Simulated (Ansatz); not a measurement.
# Kick test of a cell of HfSn2Se6

It was reached by relaxing an invented guess, and it needn't be the stable form of this composition.

Method: DFT PBE, scalar-relativistic, plane waves, PAW in Ansatz 0.2.0. Plane waves to 420 eV, a k mesh through Γ of 6×6×6 on the computed 9-atom cell and Gaussian smearing (0.02 eV); no spin polarisation.

The cell below (9 atoms, space group R-3 (No. 148)) is relaxed within its symmetry.

```yaml
crystal:
  lattice:
    - [3.34343, 1.93033, 7.18455]
    - [-3.34343, 1.93033, 7.18455]
    - [0.00000, -3.86067, 7.18455]
  atoms:
    - { symbol: Hf, position: [0.00000, 0.00000, 0.00000] }
    - { symbol: Sn, position: [0.66661, 0.66661, 0.66661] }
    - { symbol: Sn, position: [0.33339, 0.33339, 0.33339] }
    - { symbol: Se, position: [0.59586, 0.25675, 0.92661] }
    - { symbol: Se, position: [0.25675, 0.92661, 0.59586] }
    - { symbol: Se, position: [0.92661, 0.59586, 0.25675] }
    - { symbol: Se, position: [0.40414, 0.74325, 0.07339] }
    - { symbol: Se, position: [0.07339, 0.40414, 0.74325] }
    - { symbol: Se, position: [0.74325, 0.07339, 0.40414] }
```

For the test it was strained at random (σ = 1.5 % a component), the atoms were moved at random (σ = 0.05 Å), and all was relaxed again on a coarse 4×4×4 mesh (in the run’s order of axes) with 0.10 eV smearing, with no symmetry imposed.

Weakly bound directions are ill-defined at this level, which has no dispersion term. These runs have no spin–orbit coupling, which can matter for Hf.

Question: Is the structure stable against such a distortion?

Answer: It returns, within 1 meV/atom of the unmoved cell on that mesh and with the same symmetry when read at 0.1 Å. So it is stable against the distortions that fit this cell and that this random move excites. Modes that don't fit the cell aren't tested.
